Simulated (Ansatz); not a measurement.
TaAl:
```
TaAl
1.0
    0.00000     2.64159     2.64159
    2.64159     0.00000     2.64159
    2.64159     2.64159     0.00000
Ta Al
1 1
Direct
  0.00000   0.00000   0.00000
  0.50000   0.50000   0.50000
```

Relaxed with PBE. Special points in fractions of this cell's reciprocal vectors: Γ (0.000, 0.000, 0.000); X (0.500, 0.000, 0.500); U (0.625, 0.250, 0.625); K (0.375, 0.375, 0.750); L (0.500, 0.500, 0.500); W (0.500, 0.250, 0.750).

List the band energies nearest the Fermi level at these points for plane-wave PAW PBE (Ansatz code).

In eV from the Fermi level; about four levels below and three above (degenerate sets whole), none deeper than 8.9 eV; … stands for higher levels left out; points with the same levels are listed once.

| k | below | above |
|---|---|---|
| Γ | -0.53 -0.53 -0.53 | 0.12 0.12 … |
| X | -5.76 -2.46 -2.38 | 1.21 1.82 1.82 |
| U | -5.10 -3.14 -2.47 -0.58 | 0.38 2.20 3.45 |
| L | -5.21 -4.55 -1.71 -1.71 | 2.06 2.06 2.75 |
| W | -4.92 -2.53 -2.53 -2.03 | 1.66 2.71 2.71 2.71 |

Space group Fm-3m (rock salt). The start of the workflow was typed in or built on a structure type; neither database checked (COD, Materials Project) lists it. Whether it is the stable phase at ambient conditions was not checked. Symmetry was held in the PBE relaxation; its stability against distortions is not shown here. The run is not spin-polarised. Its formation energy is positive at this level, so the cell may be metastable or incomplete. Scalar-relativistic: spin–orbit coupling is off unless named, which matters more the heavier the elements.

Potentials: the later of the program's two PAW sets.
